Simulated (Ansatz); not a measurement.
NbP in space group I4_1md (No. 109; Nb on 4a, P on 4a) at seven volumes, DFT-PBE in the program Ansatz with PAW potentials, shape and atoms relaxed at each. One row is withheld.

```csv
V (Å³/atom),P (GPa)
14.562,21.37
15.042,13.12
15.522,?
16.002,0.00
16.482,-5.17
16.962,-9.59
17.442,-13.35
```

Question: Fit the shown pressures and predict the withheld one.

Answer: P = (3/2)B₀(x^(7/2) − x^(5/2))[1 + (3/4)(B′ − 4)(x − 1)] with x = (V₀/V)^(2/3). Least squares on the six rows gives V₀ = 16.002 Å³/atom, B₀ = 186 GPa, B′ = 4.21. At V = 15.522, x = 1.0205 and P = 6.04 GPa. The run itself gave 6.05 GPa.

Symmetry was held in the PBE relaxation. No spin polarisation was allowed.

Potentials: the later of the program's two PAW sets.
